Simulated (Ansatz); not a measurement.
Relaxed InAs (zinc blende):

```
CELL_PARAMETERS angstrom
      0.00000     6.18632     6.18632
      3.09316     3.09316     6.18632
      3.09316     3.09316     0.00000
ATOMIC_POSITIONS crystal
  As 0.00000 0.75000 0.75000
  As 0.50000 0.75000 0.75000
  In 0.00000 0.00000 0.00000
  In 0.50000 0.00000 0.00000
```

A phonon eigenvector at X = (0.5, 0.5, 0.0) is frozen into this cell: atom i moves by Q times the vector below, so Q is the largest atomic displacement, in Å. The cell is held. (q is in reciprocal vectors of the primitive cell; the cell shown is doubled to hold the pattern.)

| atom | x | y | z |
|---|---|---|---|
| As1 | 0.000 | 0.000 | 1.000 |
| As2 | 0.000 | 0.000 | -1.000 |

Atoms not listed stay in place.

All values below come from PBE (plane waves to 420 eV, PAW, scalar-relativistic; Ansatz, an electronic-structure program). k mesh 9×9×9 (Γ-centred), Fermi-Dirac smearing 0.05 eV. The energy includes the smearing's −TS. With partly filled bands, energies and forces of such displacements shift with the k mesh and the smearing. At this level the bands of InAs touch or barely overlap; measurements give the solid a gap. InAs was relaxed with its symmetry unable to fall. The zero of ΔE is the undisplaced structure. The last digit holds for this mesh only.

```tsv
Q (Å)	ΔE (meV/cell)
-0.1000	92.6
-0.0833	64.4
-0.0667	41.2
-0.0500	23.2
-0.0333	withheld
-0.0167	2.6
0.0000	0.0
0.0167	2.6
0.0333	withheld
0.0500	23.2
0.0667	41.2
0.0833	64.4
0.1000	92.6
```

**Question.** Fit an even polynomial form (powers 2, 4) to the given rows and predict ΔE at Q = 0.0333.

**Answer.** Least squares on the 11 given rows: ΔE = (9287)·Q² + (-2415)·Q⁴, in meV/cell with Q in Å; root-mean-square residual 0.05 meV/cell. At 0.0333 the fit gives 10.3 meV/cell; the calculation gives 10.3 meV/cell, the same to the digits shown. The quadratic term alone would give 10.3 meV/cell.

(A displaced cell: forces are minus the slopes of the energy, force constants its curvatures, and phonons follow from these.)
